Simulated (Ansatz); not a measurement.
Problem. ZnS in space group P6_3mc (No. 186; Pearson symbol hP16) is relaxed with r²SCAN (plane waves, PAW; program Ansatz). What lattice parameters of the conventional cell result?

Solution. a = 3.810 Å, c = 24.912 Å.

Problem. Give the free coordinates with the occupied sites.

Solution. In one choice of origin and axes:

```
atom  site  symmetry       x       y       z
----  ----  --------  ------  ------  ------
Zn      2b       3m.  0.6667  0.3333  0.2500
Zn      2b       3m.  0.3333  0.6667  0.1249
Zn      2a       3m.  0.0000  0.0000  0.0000
Zn      2b       3m.  0.3333  0.6667  0.3752
S       2a       3m.  0.0000  0.0000  0.0937
S       2b       3m.  0.3333  0.6667  0.4688
S       2b       3m.  0.3333  0.6667  0.2186
S       2b       3m.  0.6667  0.3333  0.3439
```

Problem. Is it a metal or does it have a gap at this level?

Solution. A gap of 2.72 eV, direct.

The first step of the workflow began from a Materials Project structure, measured or hypothetical. Its sites differ from those of the usual phase in this space group: another stacking or structure type. The r²SCAN relaxation kept the symmetry of its start; its stability against distortions is not shown here.

Potentials: the later of the program's two PAW sets.
